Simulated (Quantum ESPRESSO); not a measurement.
```yaml
crystal:
  lattice:
    - [0.00000, 2.94295, 2.94295]
    - [2.94295, 0.00000, 2.94295]
    - [2.94295, 2.94295, 0.00000]
  atoms:
    - { symbol: Cd, position: [0.00000, 0.00000, 0.00000] }
    - { symbol: S, position: [0.25000, 0.25000, 0.25000] }
```
The cell comes from the Materials Project (a computed structure). It is CdS in F-43m. Stability against distortions was not tested.

With PBE (σ by GIPAW in a modified build of Quantum ESPRESSO; JTH PAW datasets, 20 Ha):

| quantity | PBE |
|---|---|
| σ_iso Cd (ppm) | 2931.4 |
| σ_iso S (ppm) | 683.0 |

These are absolute shieldings with no macroscopic susceptibility term; δ = σ_ref − σ needs a reference computed alike. By our sweeps, such settings leave a few ppm in absolute σ on light atoms and up to some 20 ppm from Zn on. No spin–orbit coupling; Cd is the heaviest element present. No d partial waves on S: the paramagnetic term there is incompletely reconstructed. With so small a Kohn–Sham gap, σ hangs strongly on the functional and the mesh.

Q: What does the LDA, on its own JTH datasets and the same geometry, give?

A: 
| quantity | LDA | LDA − PBE |
|---|---|---|
| σ_iso Cd (ppm) | 2823.3 | -108.1 |
| σ_iso S (ppm) | 629.4 | -53.6 |
